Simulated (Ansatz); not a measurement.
**Property card for Ga**

Ga:
```
CELL_PARAMETERS angstrom
      2.72292     0.00000     0.00000
      0.00000     2.72292     0.00000
      0.00000     0.00000     2.72292
ATOMIC_POSITIONS crystal
  Ga 0.50000 0.50000 0.50000
```

Space group Pm-3m (No. 221); conventional cell a = b = c = 2.7229 Å, α = β = γ = 90.00°.

Method: the program Ansatz at the PBE level (PAW). The cell and atoms are relaxed at this level. Other levels are named where they apply.

### Cell and energy

```json
{
 "volume_per_atom": "20.19 Å³",
 "density": "5.73 g/cm³"
}
```

### Electronic structure

```json
{
  "electronic_character": "metallic (no gap)",
  "Density of states at the Fermi level": "0.47 states/eV per atom (mean over ±0.08 eV)",
  "Gap with spin–orbit coupling": "none (metallic)"
}
```

### Mechanics

```json
{
 "Bulk modulus (Birch–Murnaghan fit)": "44.9 GPa",
 "Pressure derivative B′": "4.1",
 "Elastic constants (relaxed ions, GPa)": "C11 = 98.9, C12 = 17.9, C44 = -9.4",
 "mechanical_stability": "unstable (C has a negative eigenvalue)"
}
```

The cell is a constructed one: a structure type filled with these elements; neither database checked (COD, Materials Project) lists it. It is not the phase usual at ambient conditions (space group No. 64). The PBE relaxation kept the symmetry of its start. As this level gives no gap, shear constants depend on the k-mesh and smearing (Fermi–Dirac, 0.1 eV here). Scalar-relativistic: spin–orbit coupling is off unless named, which matters more the heavier the elements.

Potentials: the later of the program's two PAW sets.
